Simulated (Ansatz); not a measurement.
One crystal and one scan (frozen-phonon scan) at two levels, PBE (plane waves to 420 eV, PAW, scalar-relativistic; Ansatz, an electronic-structure program) and r2SCAN (plane waves to 500 eV, PAW, scalar-relativistic; Ansatz), each from its own relaxed cell and on its own mesh. The cell shown is that of PBE.

Starting cell, Mo (bcc, W type):

```yaml
crystal:
  lattice:
    - [-3.16074, 3.16074, 3.16074]
    - [1.58037, -1.58037, 1.58037]
    - [1.58037, 1.58037, -1.58037]
  atoms:
    - { symbol: Mo, position: [0.00000, 0.00000, 0.00000] }
    - { symbol: Mo, position: [0.50000, 0.00000, 0.00000] }
```

A phonon eigenvector at N = (0.5, 0.0, 0.0) is frozen into this cell: atom i moves by Q times the vector below, so Q is the largest atomic displacement, in Å. The cell is held. (q is in reciprocal vectors of the primitive cell; the cell shown is doubled to hold the pattern.)

| atom | x | y | z |
|---|---|---|---|
| Mo1 | 1.000 | 0.000 | 0.000 |
| Mo2 | -1.000 | 0.000 | 0.000 |

Mo is run without spin polarisation. Mo was relaxed with its symmetry unable to fall. With partly filled bands, energies and forces of such displacements shift with the k mesh and the smearing. Percentages come from the unrounded values. Both scans cover Q from -0.180 to 0.180 Å.

```
quantity                                                                                    PBE  r2SCAN     PBE − r2SCAN
----------------------------------------------------------------------------------------  -----  ------  ---------------
Lattice constant a (Å)                                                                    3.161   3.151  +0.010 (+0.3 %)
Energy at Q = 0.180 Å (meV/cell)                                                            279     295       -16 (-6 %)
Harmonic wavenumber from the curvature (finite differences) (cm⁻¹ (negative: imaginary))    136     139        -3 (-2 %)
```

PBE gives the higher value for: lattice constant a. PBE gives the lower value for: energy at Q = 0.180 Å; harmonic wavenumber from the curvature. Both give the same space group of the distorted cell: Cmcm (No. 63), lowered from Im-3m.

ΔE (meV/cell), each from the undisplaced structure of its own level:

| Q (Å) | PBE | r2SCAN |
|---|---|---|
| -0.180 | 279 | 295 |
| -0.150 | 185 | 196 |
| -0.120 | 113 | 119 |
| -0.090 | 60 | 63 |
| -0.060 | 25 | 26 |
| -0.030 | 6 | 6 |
| 0.000 | 0 | 0 |
| 0.030 | 6 | 6 |
| 0.060 | 25 | 26 |
| 0.090 | 60 | 63 |
| 0.120 | 113 | 119 |
| 0.150 | 185 | 196 |
| 0.180 | 279 | 295 |

(For displaced atoms, the force is minus the slope of the energy, and its curvature is a force constant, which sets phonon frequencies.)
